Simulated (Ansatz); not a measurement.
Ansatz (a first-principles code) input:

Ansatz 0.2 input:
```yaml
crystal:
  lattice:
    - [5.5070821337, 1.4330536659, 0.0]
    - [-5.5070821337, 1.4330536659, 0.0]
    - [-0.3986859336, 0.0, 5.2314188911]
  atoms:
    - { symbol: V, position: [0.1429091574, 0.8570908426, 0.3628590642] }
    - { symbol: V, position: [0.8570908426, 0.1429091574, 0.6371409358] }
    - { symbol: O, position: [0.0, 0.0, 0.5] }
    - { symbol: O, position: [0.6178679006, 0.3821320994, 0.1647407848] }
    - { symbol: O, position: [0.3821320994, 0.6178679006, 0.8352592152] }
    - { symbol: O, position: [0.3089765839, 0.6910234161, 0.3698448258] }
    - { symbol: O, position: [0.6910234161, 0.3089765839, 0.6301551742] }
kpoints:
  mp_grid: { grid: [10, 10, 6] }
hamiltonian:
  xc: r2scan
  dispersion: d4
  pseudopotentials: { kind: paw }
scf:
  occupations: { method: fixed }
checkpoint: { read: static.run }
output: { bader: true, populations: true }
```

Output (shortened):

```
Pseudopotential: V, paw, valence charge 13
Pseudopotential: O, paw, valence charge 6
Functional definition: r2SCAN
Crystal: 7 atoms, lattice volume = 82.572 Å³
Basis set: ecut = 500 eV, 2115 PW (Γ), exchange–correlation on 180×180×160 points (64 copies of the dense FFT grid, shifted against one another)
Bands: 35, of which v1, the nominal top of the filled ones, is band 28 counted from 1 (27 counted from 0)
Symmetry: 4 space group operations
Space group: C2/m (ITA 12), of the structure as read, at distance tolerance 4.4e-5 Å
k-points: 172 of 600
Stability of the state it starts from, as read at its close in the unpolarized treatment …
iter 1 solved again at ethr=4.86e-8 eV; its pass at ethr=3.10e-3 eV (dr2=2.72e-5 eV) is discarded
SCF iter   1: F=—  HF=-8680.611261 eV  |F-HF|=—  |Δ(HF+E_count)|=         —  Δρ=5.10e-7  dr2=2.02e-10  dr2_τ=2.10e-11  ethr=4.86e-8  ⟨swp⟩=4.0  Hψ=36956  notcnv=0  defer=860
preconditioner: auto → Resta (q_TF=auto, 2.557 Å⁻¹)
SCF iter   2: F=-8680.611262 eV  HF=-8680.611262 eV  |F-HF|=7.28e-11  |Δ(HF+E_count)|=   1.74e-7  Δρ=4.29e-7  dr2=1.08e-10  dr2_τ=2.99e-11  ethr=1.00e-12  ⟨swp⟩=10.0  Hψ=25161  notcnv=0
SCF 1 converged in 2 iterations: F = -8680.611262 eV  dr2 = 1.08e-10
SCF converged after 2 iterations
Free energy (F): -8680.611262 eV
Harris-Foulkes:  -8680.611262 eV  (|F-HF|=7.28e-11)
Internal energy: -8680.611262 eV  (E = F + TS)
E sigma→0 (E₀):  -8680.611262 eV
Fermi energy:    5.164914 eV
--- Per-component energies (eV) ---
  E_band       = -729.165022
  E_kinetic    = 1550.170225
  E_local      = -5708.989524  (includes V_loc(G=0)·N_el)
  E_nonlocal   = 129.840231
  E_hartree    = 2356.790999
  E_xc         = -619.933926
  E_vxc        = -897.554337  (∫ρ·V_xc dr)
  E_paw        = -3031.096497  (= ΣΔE_a)
  E_vpaw       = -575.648119  (= ΣTr[D̂ρ^β])
  E_aug_tail   = 0.005186  (compensation charges beyond the density's cutoff)
  E_vtau       = 59.429582  (kinetic-family band-sum trace: ∫τ·v_τ [+ j·A + Jᵃ·Aᵃ] dr)
  E_ewald      = -3356.233674
  E_disp       = -0.473016  (pairwise vdW)
  E_core_change = -0.691266  (= ΣΔE_core)
  E_smearing   =  0.000000  (= −TS)
  E_closure    =  0.000000  (closes the sum)
  Σ components = -8680.611262   (vs F -8680.611262, Δ=0.00e0)
  [band-id]    e_kinetic+e_local+e_nonlocal+2·e_hartree+e_vxc+e_vpaw+e_augmentation_tail+e_vtau = -729.164758   (vs E_band -729.165022, Δ=2.64e-4)
--- Band table (eV; the first three rows and the last of 172) ---
  k-point 0: bands = ["-62.2440", "-62.2271", "-34.9817", "-34.9072", "-34.9004", "-34.8373", "-34.8140", "-34.8040", "-14.2556", "-13.3305", "-12.7933", "-12.2572", "-12.1618", "-0.2383", "-0.0299", "0.3767", "0.4108", "0.5866", "1.2133", "1.6060", "1.8924", …
  k-point 1: bands = ["-62.2440", "-62.2271", "-34.9817", "-34.9074", "-34.9003", "-34.8373", "-34.8140", "-34.8040", "-14.2326", "-13.3391", "-12.7959", "-12.2609", "-12.1806", "-0.2539", "0.0644", "0.3676", "0.4132", "0.5860", "1.2138", "1.5345", "2.0986", …
  k-point 2: bands = ["-62.2439", "-62.2271", "-34.9816", "-34.9076", "-34.9002", "-34.8373", "-34.8140", "-34.8041", "-14.1827", "-13.3637", "-12.7957", "-12.2668", "-12.2219", "-0.2810", "0.2550", "0.3503", "0.4102", "0.5843", "1.2622", "1.5226", "2.3759", …
  k-point 171: bands = ["-62.2432", "-62.2279", "-34.9754", "-34.9315", "-34.8685", "-34.8391", "-34.8184", "-34.8122", "-13.9280", "-13.4026", "-12.6908", "-12.6881", "-12.2136", "-0.1795", "0.3699", "0.4454", "0.5277", "0.5651", "1.0679", "1.8965", …
--- Löwdin populations: 7 sites ---
  site symbol       q [e]
     0      V     11.5038
     1      V     11.5038
     2      O      6.5261
     3      O      6.4938
     4      O      6.4938
     5      O      6.6352
     6      O      6.6352
  spilling = 0.003722 (of n_electrons = 56.000000)
--- Bader charges: 7 sites ---
  site symbol  charge [e]  shift [e]
     0      V      2.3485     0.0076
     1      V      2.3485     0.0076
     2      O     -0.9133     0.0038
     3      O     -0.8901     0.0042
     4      O     -0.8901     0.0042
     5      O     -1.0018     0.0015
     6      O     -1.0018     0.0015
  shift: an alarm, by how much a part of what the PAW files miss would move the charge. Where it is large, compare
  with a run on PAW files of another source; a small one proves nothing
  estimated error of the sums over rays = 5.6e-4 e
```

Cost: very roughly 110 core-seconds on shared cores.

The workflow started from a Materials Project entry (that database holds measured and hypothetical structures alike); the Crystallography Open Database copy checked does not list it. COD files the formula under space group No. 31, 59, so this cell is another polymorph or a model. Whether it is the stable phase at ambient conditions was not checked. The cell was relaxed with r²SCAN+D4 under the symmetry of its start; whether a distortion lowers the energy is not shown. The run is not spin-polarised. No Hubbard U is applied.

Potentials: the later of the program's two PAW sets.

Ansatz is a plane-wave DFT program.
